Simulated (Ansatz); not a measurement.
# SrTaO3, first-principles data

SrTaO$_{3}$:
Space group Pm-3m (No. 221); a = 4.017 Å, b = 4.017 Å, c = 4.017 Å, α = 90.00°, β = 90.00°, γ = 90.00°

```csv
atom,site,symmetry,x,y,z
Sr,1a,m-3m,0.0000,0.0000,0.0000
Ta,1b,m-3m,0.5000,0.5000,0.5000
O,3c,4/mm.m,0.0000,0.5000,0.5000
```

Space group Pm-3m (No. 221), cubic perovskite; conventional cell a = b = c = 4.017 Å, α = β = γ = 90.00°.

Method: DFT-PBEsol in the program Ansatz with PAW potentials. Structure relaxed to zero pressure with the same functional. Other levels are named where they apply.

### Cell and energy

```yaml
volume_per_atom: 12.97 Å³
density: 8.11 g/cm³
Formation energy from the elements (no fitted shifts): -2.92 eV/atom
```

### Electronic structure

```yaml
electronic_character: metallic (no gap)
Density of states at the Fermi level: 0.22 states/eV per atom (mean over ±0.08 eV)
Gap with spin–orbit coupling: none (metallic)
```

### Mechanics

```yaml
Bulk modulus (Birch–Murnaghan fit): 1980 kbar
Pressure derivative B′: 4.4
Elastic constants (relaxed ions, GPa): C11 = 409, C12 = 92.7, C44 = 52.1
mechanical_stability: stable (all eigenvalues of C positive)
hill_bulk_and_shear_moduli: 198 and 82.9 GPa
Young's modulus: 218 GPa
Poisson's ratio: 0.32
debye_temperature_from_the_elastic_constants: 454 K
```

### Phonons

```yaml
highest_zone_centre_frequency: 638 cm^-1
zone_centre_stability: no imaginary mode at Γ
```

The first step of the workflow began from a Materials Project structure, measured or hypothetical; the Crystallography Open Database copy checked does not list it. Whether it is the stable phase at ambient conditions was not checked. The PBEsol relaxation kept the symmetry of its start. No spin polarisation was allowed. With an odd number of electrons in the cell and no spin polarisation, the count alone makes it a metal. As this level gives no gap, shear constants depend on the k-mesh and smearing (Fermi–Dirac, 0.1 eV here). As this level gives no gap, phonon frequencies hold no LO–TO term and depend on the k-mesh and smearing (Fermi–Dirac, 0.1 eV here). The references are the lowest solids computed at this level, not always the standard phases (solids in place of the gases). Scalar-relativistic: spin–orbit coupling is off unless named, which matters more the heavier the elements.

Potentials: the later of the program's two PAW sets.
